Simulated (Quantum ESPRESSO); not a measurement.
# Hf3TaO7N: finding a planted mistake in a log

Simulated, not a measurement. The program is pw.x of Quantum ESPRESSO 7.5 (plane-wave density functional theory). The cell is made up: 12 atoms on a fluorite lattice, with randomly drawn elements, strain and displacements, not relaxed. PseudoDojo standard norm-conserving files (v0.5 for PBE, v0.4.1 for LDA and PBEsol) set the functional; there is no spin polarisation, spin-orbit coupling or dispersion term, and the masses in the input are unused placeholders.

The hafnium pseudopotential is less sure than the others, with forces about 3 percent (worst 6) and pressure in oxides about 1.5 GPa (worst 2.7) from a second method in checks, which no rerun with the same files tests.

Intended input:

```
&control calculation='scf', pseudo_dir='./dojo.nc.sr.pbe.v0_5.standard.upf', outdir='./o', disk_io='medium', tprnfor=.true., tstress=.true. /
&system ibrav=0, nat=12, ntyp=4, nbnd=54, ecutwfc=84.00895049, nosym=.true., tot_charge=0,
 occupations='smearing', smearing='fd', degauss=0.0018374661
/
&electrons conv_thr=7.350e-09, electron_maxstep=60, /
ATOMIC_SPECIES
Hf 1.0 Hf.upf
N 1.0 N.upf
O 1.0 O.upf
Ta 1.0 Ta.upf
CELL_PARAMETERS angstrom
4.9635 -0.0462 0.0678
-0.0462 5.0759 -0.0447
0.0678 -0.0447 4.9667
ATOMIC_POSITIONS angstrom
Hf 0.0119 0.0764 -0.0416
Hf 0.0942 2.555 2.4746
Ta 2.4855 -0.0475 2.5052
Hf 2.4513 2.5364 0.0464
O 1.2292 1.2341 1.2504
O 1.3164 1.2718 3.7622
O 1.2613 3.7639 1.2236
O 1.2205 3.8479 3.7008
O 3.7276 1.3102 1.2762
O 3.7699 1.1622 3.7396
N 3.8197 3.7217 1.1404
O 3.676 3.7577 3.6755
K_POINTS automatic
5 4 5 1 1 1
```

The log is shortened where brackets say so; the opening notice, blank lines, dates and the lines on written files are dropped, and the path of the files is cut. It prints rydbergs, bohrs and kilobars, and counts compression as positive stress. Where no state is partly filled, the Fermi energy that it prints is only some level between the filled and the empty states on the mesh, and need not lie in the true gap.

Log of the intended run:

```
     Program PWSCF v.7.5
     Parallel version (MPI & OpenMP), running on       1 processor cores
     Number of MPI processes:                 1
     Threads/MPI process:                     1
     [start-up lines left out]
     bravais-lattice index     =            0
     lattice parameter (alat)  =       9.3809  a.u.
     unit-cell volume          =     844.1398 (a.u.)^3
     number of atoms/cell      =           12
     number of atomic types    =            4
     number of electrons       =        96.00
     number of Kohn-Sham states=           54
     kinetic-energy cutoff     =      84.0090  Ry
     charge density cutoff     =     336.0358  Ry
     scf convergence threshold =      7.3E-09
     mixing beta               =       0.7000
     number of iterations used =            8  plain     mixing
     Exchange-correlation= PBE
                           (   1   4   3   4   0   0   0)
     [axes and pseudopotential details left out]
   Cartesian axes
     site n.     atom                  positions (alat units)
         1        Hf     tau(   1) = (   0.0023972   0.0153903  -0.0083800  )
         2        Hf     tau(   2) = (   0.0189760   0.5146874   0.4984914  )
         3        Ta     tau(   3) = (   0.5006871  -0.0095686   0.5046556  )
         4        Hf     tau(   4) = (   0.4937978   0.5109406   0.0093470  )
         5        O      tau(   5) = (   0.2476140   0.2486011   0.2518846  )
         6        O      tau(   6) = (   0.2651799   0.2561955   0.7578697  )
         7        O      tau(   7) = (   0.2540803   0.7582121   0.2464859  )
         8        O      tau(   8) = (   0.2458614   0.7751334   0.7455011  )
         9        O      tau(   9) = (   0.7508997   0.2639309   0.2570818  )
        10        O      tau(  10) = (   0.7594208   0.2341173   0.7533171  )
        11        N      tau(  11) = (   0.7694527   0.7497112   0.2297258  )
        12        O      tau(  12) = (   0.7405053   0.7569632   0.7404045  )
     number of k points=    50  Fermi-Dirac smearing, width (Ry)=  0.0018
                       cart. coord. in units 2pi/alat
        k(    1) = (   0.0998063   0.1240352   0.0997031), wk =   0.0400000
        k(    2) = (   0.0970911   0.1257713   0.2996542), wk =   0.0400000
     [further k points left out]
     Dense  grid:    87833 G-vectors     FFT dimensions: (  60,  60,  60)
     Estimated max dynamical RAM per process >     157.48 MB
     Initial potential from superposition of free atoms
     starting charge      95.9935, renormalised to      96.0000
     Starting wfcs are   72 randomized atomic wfcs
     total cpu time spent up to now is       24.8 secs
     per-process dynamical memory:    98.5 Mb
     Self-consistent Calculation
     iteration #  1     ecut=    84.01 Ry     beta= 0.70
     Davidson diagonalization with overlap
     ethr =  1.00E-02,  avg # of iterations =  2.0
     total cpu time spent up to now is       86.1 secs
     total energy              =    -719.81414235 Ry
     estimated scf accuracy    <       5.05654048 Ry
     iteration #  2     ecut=    84.01 Ry     beta= 0.70
     Davidson diagonalization with overlap
     ethr =  5.27E-03,  avg # of iterations =  6.0
     total cpu time spent up to now is      201.5 secs
     total energy              =    -718.16140953 Ry
     estimated scf accuracy    <      21.44654833 Ry
     [iterations 3 to 14 left out]
     iteration # 15     ecut=    84.01 Ry     beta= 0.70
     Davidson diagonalization with overlap
     ethr =  1.29E-11,  avg # of iterations =  4.5
     total cpu time spent up to now is      983.2 secs
     total energy              =    -722.32125563 Ry
     estimated scf accuracy    <          8.8E-09 Ry
     iteration # 16     ecut=    84.01 Ry     beta= 0.70
     Davidson diagonalization with overlap
     ethr =  9.22E-12,  avg # of iterations =  2.1
     total cpu time spent up to now is     1037.7 secs
     End of self-consistent calculation
     [lines on levels left out]
     the Fermi energy is    15.0648 ev
!    total energy              =    -722.32125563 Ry
     estimated scf accuracy    <          1.2E-09 Ry
     smearing contrib. (-TS)   =      -0.00000000 Ry
     internal energy E=F+TS    =    -722.32125563 Ry
     The total energy is F=E-TS. E is the sum of the following terms:
     one-electron contribution =     -95.04405915 Ry
     hartree contribution      =     107.88851956 Ry
     xc contribution           =    -180.75523023 Ry
     ewald contribution        =    -554.41048581 Ry
     convergence has been achieved in  16 iterations
     Forces acting on atoms (cartesian axes, Ry/au):
     atom    1 type  1   force =    -0.10102514   -0.04929480    0.05579223
     atom    2 type  1   force =    -0.11173515    0.02546966   -0.04245653
     atom    3 type  4   force =     0.12530703   -0.06111845   -0.06235259
     atom    4 type  1   force =     0.09466397    0.03959012    0.02497140
     atom    5 type  3   force =     0.02808937   -0.03347560    0.03336291
     atom    6 type  3   force =     0.01900646    0.00232926   -0.06169509
     atom    7 type  3   force =     0.03828209    0.04362442    0.02841576
     atom    8 type  3   force =     0.02935248    0.00623107   -0.01747568
     atom    9 type  3   force =    -0.04344020   -0.04815565    0.02094098
     atom   10 type  3   force =    -0.00297375   -0.01268980   -0.01319728
     atom   11 type  2   force =    -0.04716131    0.07593699    0.06917515
     atom   12 type  3   force =    -0.02836585    0.01155278   -0.03548125
     Total force =     0.312572     Total SCF correction =     0.000055
     Computing stress (Cartesian axis) and pressure
          total   stress  (Ry/bohr**3)                   (kbar)     P=      109.99
   0.00096960   0.00025897  -0.00007091          142.63       38.10      -10.43
   0.00025897   0.00031027   0.00003302           38.10       45.64        4.86
  -0.00007091   0.00003302   0.00096329          -10.43        4.86      141.71
     init_run     :     22.17s CPU     24.62s WALL (       1 calls)
     electrons    :    968.39s CPU   1012.90s WALL (       1 calls)
     forces       :      9.00s CPU      9.12s WALL (       1 calls)
     stress       :     35.10s CPU     36.40s WALL (       1 calls)
     [timing details left out]
     PWSCF        :  17m15.00s CPU  18m 3.76s WALL
     JOB DONE.
```

A second run was made from an input with one planted mistake. Its log:

```
     Program PWSCF v.7.5
     Parallel version (MPI & OpenMP), running on       4 processor cores
     Number of MPI processes:                 4
     Threads/MPI process:                     1
     [start-up lines left out]
     bravais-lattice index     =            0
     lattice parameter (alat)  =       9.3809  a.u.
     unit-cell volume          =     844.1398 (a.u.)^3
     number of atoms/cell      =           12
     number of atomic types    =            4
     number of electrons       =        96.00
     number of Kohn-Sham states=           54
     kinetic-energy cutoff     =      84.0090  Ry
     charge density cutoff     =     336.0358  Ry
     scf convergence threshold =      7.3E-09
     mixing beta               =       0.7000
     number of iterations used =            8  plain     mixing
     Exchange-correlation= PBE
                           (   1   4   3   4   0   0   0)
     [axes and pseudopotential details left out]
   Cartesian axes
     site n.     atom                  positions (alat units)
         1        Hf     tau(   1) = (   0.0023972   0.0153903  -0.0083800  )
         2        Hf     tau(   2) = (   0.0189760   0.5146874   0.4984914  )
         3        Ta     tau(   3) = (   0.5006871  -0.0095686   0.5046556  )
         4        Hf     tau(   4) = (   0.4937978   0.5109406   0.0093470  )
         5        O      tau(   5) = (   0.2476140   0.2486011   0.2518846  )
         6        O      tau(   6) = (   0.2651799   0.2561955   0.7578697  )
         7        O      tau(   7) = (   0.2540803   0.7582121   0.2464859  )
         8        N      tau(   8) = (   0.2458614   0.7751334   0.7455011  )
         9        O      tau(   9) = (   0.7508997   0.2639309   0.2570818  )
        10        O      tau(  10) = (   0.7594208   0.2341173   0.7533171  )
        11        O      tau(  11) = (   0.7694527   0.7497112   0.2297258  )
        12        O      tau(  12) = (   0.7405053   0.7569632   0.7404045  )
     number of k points=    50  Fermi-Dirac smearing, width (Ry)=  0.0018
                       cart. coord. in units 2pi/alat
        k(    1) = (   0.0998063   0.1240352   0.0997031), wk =   0.0400000
        k(    2) = (   0.0970911   0.1257713   0.2996542), wk =   0.0400000
     [further k points left out]
     Dense  grid:    87833 G-vectors     FFT dimensions: (  60,  60,  60)
     Estimated max dynamical RAM per process >     275.05 MB
     Estimated total dynamical RAM >       1.01 GB
     Initial potential from superposition of free atoms
     starting charge      95.9935, renormalised to      96.0000
     Starting wfcs are   72 randomized atomic wfcs
     total cpu time spent up to now is        8.0 secs
     per-process dynamical memory:   210.6 Mb
     Self-consistent Calculation
     iteration #  1     ecut=    84.01 Ry     beta= 0.70
     Davidson diagonalization with overlap
     ethr =  1.00E-02,  avg # of iterations =  2.0
     total cpu time spent up to now is       22.7 secs
     total energy              =    -719.90416367 Ry
     estimated scf accuracy    <       4.98071432 Ry
     iteration #  2     ecut=    84.01 Ry     beta= 0.70
     Davidson diagonalization with overlap
     ethr =  5.19E-03,  avg # of iterations =  5.5
     total cpu time spent up to now is       42.9 secs
     total energy              =    -718.52512234 Ry
     estimated scf accuracy    <      18.60409698 Ry
     [iterations 3 to 13 left out]
     iteration # 14     ecut=    84.01 Ry     beta= 0.70
     Davidson diagonalization with overlap
     ethr =  1.18E-10,  avg # of iterations =  2.1
     total cpu time spent up to now is      225.2 secs
     total energy              =    -722.35818215 Ry
     estimated scf accuracy    <       0.00000002 Ry
     iteration # 15     ecut=    84.01 Ry     beta= 0.70
     Davidson diagonalization with overlap
     ethr =  1.72E-11,  avg # of iterations =  4.8
     total cpu time spent up to now is      235.8 secs
     End of self-consistent calculation
     [lines on levels left out]
     the Fermi energy is    14.8199 ev
!    total energy              =    -722.35818216 Ry
     estimated scf accuracy    <          7.8E-10 Ry
     smearing contrib. (-TS)   =      -0.00000000 Ry
     internal energy E=F+TS    =    -722.35818216 Ry
     The total energy is F=E-TS. E is the sum of the following terms:
     one-electron contribution =     -94.41906962 Ry
     hartree contribution      =     107.62313890 Ry
     xc contribution           =    -180.76644832 Ry
     ewald contribution        =    -554.79580312 Ry
     convergence has been achieved in  15 iterations
     Forces acting on atoms (cartesian axes, Ry/au):
     atom    1 type  1   force =    -0.01847159   -0.04905013   -0.02629919
     atom    2 type  1   force =    -0.03330238    0.03137000    0.03311669
     atom    3 type  4   force =    -0.02689083   -0.06983827    0.08988711
     atom    4 type  1   force =     0.02253510    0.03127366   -0.05161549
     atom    5 type  3   force =     0.03004965   -0.03230291    0.02990685
     atom    6 type  3   force =     0.02048691    0.01079621   -0.05768997
     atom    7 type  3   force =     0.04760625    0.03853978    0.00764919
     atom    8 type  2   force =     0.04868638    0.02883529   -0.03799393
     atom    9 type  3   force =    -0.03998474   -0.04122115    0.01238389
     atom   10 type  3   force =    -0.00316941   -0.01137856   -0.01261575
     atom   11 type  3   force =    -0.03724156    0.05653628    0.05345254
     atom   12 type  3   force =    -0.01030377    0.00643980   -0.04018193
     Total force =     0.229287     Total SCF correction =     0.000047
     Computing stress (Cartesian axis) and pressure
          total   stress  (Ry/bohr**3)                   (kbar)     P=      106.70
   0.00097594   0.00008848  -0.00005795          143.57       13.02       -8.53
   0.00008848   0.00027545   0.00019471           13.02       40.52       28.64
  -0.00005795   0.00019471   0.00092469           -8.53       28.64      136.03
     init_run     :      7.64s CPU      7.91s WALL (       1 calls)
     electrons    :    226.96s CPU    227.80s WALL (       1 calls)
     forces       :      2.22s CPU      2.24s WALL (       1 calls)
     stress       :      7.12s CPU      7.29s WALL (       1 calls)
     [timing details left out]
     PWSCF        :   4m 4.11s CPU   4m 5.45s WALL
     JOB DONE.
```

Question: what was wrong in the second input?

Answer: two atoms have their elements exchanged. The input lines that differ, file-writing options aside:

```
- O 1.2205 3.8479 3.7008
+ N 1.2205 3.8479 3.7008
- N 3.8197 3.7217 1.1404
+ O 3.8197 3.7217 1.1404
```

|  | intended run | run with the mistake |
| --- | --- | --- |
| free energy (eV) | -9827.681 | -9828.184 |
| smearing term -TS (eV) | 0.0000 | 0.0000 |
| pressure (GPa) | 11.00 | 10.67 |
| largest force component (eV/Å) | 3.222 | 2.311 |
| largest change of a force component (eV/Å) |  | 3.914 |
| iterations | 16 | 15 |

For scale, a rerun of the intended cell at 1437 eV and a 7 x 6 x 7 mesh moved values by no more than 0.002 eV in energy, 0.05 GPa in stress and 0.006 eV/Å in force.